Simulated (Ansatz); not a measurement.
The cell below belongs to a search over invented structures; it isn't taken from experiment.

Input and command of a plane-wave DFT calculation in Ansatz:

```yaml
crystal:
  lattice:
    - [-1.98625848, 1.98625848, 5.02739214]
    - [1.98625848, -1.98625848, 5.02739214]
    - [1.98625848, 1.98625848, -5.02739214]
  atoms:
    - { symbol: Zr, position: [0.0, 0.0, 0.0] }
    - { symbol: Mo, position: [0.61830294, 0.61830294, 0.0] }
    - { symbol: Mo, position: [0.38169706, 0.38169706, 0.0] }
    - { symbol: Mo, position: [0.75, 0.25, 0.5] }
    - { symbol: C, position: [0.25, 0.75, 0.5] }
basis:
  ecutwfc: 420
kpoints:
  mp_grid: { grid: [6, 6, 6] }
hamiltonian:
  xc: pbe
scf:
  occupations: { method: gaussian, width: 0.2 }
  lower_state_search: "off"
output:
  forces: true
  stress: true
  eigenvalues: true
relax:
  adjacent_minimum: "off"
  f_tol: 0.08
  max_steps: 16
  cell: { stress_tol: 0.8 }
```

```bash
ansatz run input.yaml --threads 1 --pin off --max-ram 2560MiB --backend cpu --events-out ev --progress --plain --runs-dir out
```

Processor: Intel(R) Xeon(R) Processor @ 2.50GHz (Skylake/Cascade Lake), 1 thread, on a host shared with other jobs.

**Question.** How long does it run, and how much memory does it take?

**Answer.** About 3.6 min, peak memory 0.41 GiB. It solves 35 bands at 30 k points (after reduction by symmetry) with about 1501 plane waves (on the last cell), in 92 SCF iterations over 15 ionic steps.
